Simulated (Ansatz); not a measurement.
**B2CO, first-principles data**

B2CO:
```yaml
crystal:
  lattice:
    - [2.64821, 0.00000, 0.00000]
    - [0.00000, 2.64821, 0.00000]
    - [0.00000, 0.00000, 3.66091]
  atoms:
    - { symbol: B, position: [0.00000, 0.50000, 0.22794] }
    - { symbol: B, position: [0.50000, 0.00000, 0.77206] }
    - { symbol: C, position: [0.00000, 0.00000, 0.00000] }
    - { symbol: O, position: [0.50000, 0.50000, 0.50000] }
```

Space group P-4m2 (No. 115); conventional cell a = b = 2.648 Å, c = 3.661 Å, α = β = γ = 90.00°.

Method: DFT-r²SCAN in the program Ansatz with PAW potentials. Structure relaxed to zero pressure with the same functional. Other levels are named where they apply.

### Cell and energy

- Volume per atom = 6.42 Å³
- Density = 3.21 g/cm³
- Formation energy from the elements (no fitted shifts) = -0.93 eV/atom

### Electronic structure

Band gap: 2.19 eV (indirect)
Valence-band maximum: at Γ
Conduction-band minimum: at M
Smallest direct gap on the standard path: 3.04 eV
Electron effective mass: 0.33, 0.33, 0.35 mₑ (principal values)
Hole effective mass, band 1 of 2 at the edge: 20 along x, 0.72 along z (mₑ)
Hole effective mass, band 2 of 2 at the edge: 0.41 along x, 0.72 along z (mₑ)
HSE06 gap on the r²SCAN cell: 2.86 eV

### Mechanics

- Bulk modulus (Birch–Murnaghan fit): 299 GPa
- Pressure derivative B′: 3.7
- Elastic constants (relaxed ions, GPa): C11 = 728, C12 = 46.7, C13 = 139, C33 = 588, C44 = 90.1, C66 = 262
- Mechanical stability: stable (all eigenvalues of C positive)
- Hill bulk and shear moduli: 299 and 177 GPa
- Young's modulus: 443 GPa
- Poisson's ratio: 0.25
- Debye temperature from the elastic constants: 1320 K
- Piezoelectric stress constants (proper, relaxed ions, C/m²): e15 = -5.51, e24 = 5.51, e31 = -1.60, e32 = 1.60

### Charges

* **Bader charges**: B +2.11, C -2.65, O -1.56 e

The start of the workflow was typed in or built on a structure type; neither database checked (COD, Materials Project) lists it. Whether it is the stable phase at ambient conditions was not checked. Symmetry was held in the r²SCAN relaxation; its stability against distortions is not shown here. Signs of piezoelectric constants follow the polarity of the cell as given. The references are the lowest solids computed at this level, not always the standard phases (solids in place of the gases).

Potentials: the earlier of the program's two PAW sets. The files were generated under PBE; for other functionals the program regenerates the frozen cores, and for LDA and PBEsol the local potential too.
